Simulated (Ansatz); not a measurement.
Relaxed-ion elastic tensor of Y (hcp (Mg type), P6_3/mmc) in GPa (Voigt order), r²SCAN+D4 in the plane-wave PAW code Ansatz; density 4.44 g/cm³, 33.22 Å³ per atom.

```tsv
	1	2	3	4	5	6
1	75.6	29.0	20.2	0.0	0.0	0.0
2	29.0	75.6	20.2	0.0	0.0	0.0
3	20.2	20.2	76.3	0.0	0.0	0.0
4	0.0	0.0	0.0	23.8	0.0	0.0
5	0.0	0.0	0.0	0.0	23.8	0.0
6	0.0	0.0	0.0	0.0	0.0	23.3
```

Problem. Is the crystal mechanically stable?

Solution. Yes: the smallest eigenvalue of C is 23.3 GPa.

Problem. Work out the Voigt, Reuss and Hill averages.

Solution. K_V = 40.7, K_R = 40.6, K_H = 40.7; G_V = 24.7, G_R = 24.5, G_H = 24.6 GPa.

Problem. Give Young's modulus, Poisson's ratio, Pugh's ratio and the universal anisotropy index.

Solution. E = 9KG/(3K + G) = 61.5 GPa; ν = 0.25; K/G = 1.65 (near the Pugh limit of 1.75, no verdict); A_U = 5G_V/G_R + K_V/K_R − 6 = 0.04.

Problem. Estimate the sound speeds and the Debye temperature.

Solution. v_l = √((K + 4G/3)/ρ) = 4070 m/s, v_t = √(G/ρ) = 2350 m/s, mean 2610 m/s; Θ = (h/k)(3n/4πV)^(1/3) v_m = 242 K.

Problem. How much does each axis shrink under pressure?

Solution. Linear compressibilities β_i = Σ_j S_ij (j = 1 to 3): x 7.8, y 7.8, z 9.0 per TPa.

Symmetry was held in the r²SCAN+D4 relaxation. The run is not spin-polarised. The pairwise dispersion correction was not fitted to metals. As this level gives no gap, shear constants depend on the k-mesh and smearing (Fermi–Dirac, 0.1 eV here). On the denser mesh and wider smearing of the elastic run this cell carries a stress of 0.3 GPa.

Potentials: the later of the program's two PAW sets.
